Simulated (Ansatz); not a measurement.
HfNi₄As₂ in space group P4_2/mnm (No. 136; Hf on 2b, Ni on 8i, As on 4g), PBE in the plane-wave PAW code Ansatz, all energies at zero smearing, with the estimated change up to a 700 eV cutoff added, with one set of potentials and settings (totals compare only within such a set). Cell of 14 atoms (2 Hf, 8 Ni, 4 As): -97591.911 eV.

| element | reference phase | E (eV/atom) |
|---|---|---|
| Hf | P6_3/mmc, 2 atoms in the cell | -15721.3637 |
| Ni | Fm-3m, 1 atoms in the cell, spin-polarised | -5839.7239 |
| As | R-3m, 2 atoms in the cell | -4856.1377 |

Formation energy per atom, worked out: (-97591.911 − 2×(-15721.3637) − 8×(-5839.7239) − 4×(-4856.1377))/14 = -0.489 eV/atom (-47 kJ per mol of atoms), at 0 K, without zero-point energy or fitted corrections.

The workflow started from a Materials Project entry (that database holds measured and hypothetical structures alike); the Crystallography Open Database copy checked does not list it. Whether it is the stable phase at ambient conditions was not checked. Symmetry was held in the PBE relaxation; whether a distortion lowers the energy is not shown. The run is not spin-polarised. The references are the lowest solids computed at this level, not always the standard phases. Spin–orbit coupling is left out wherever it is not named.

Potentials: the later of the program's two PAW sets.
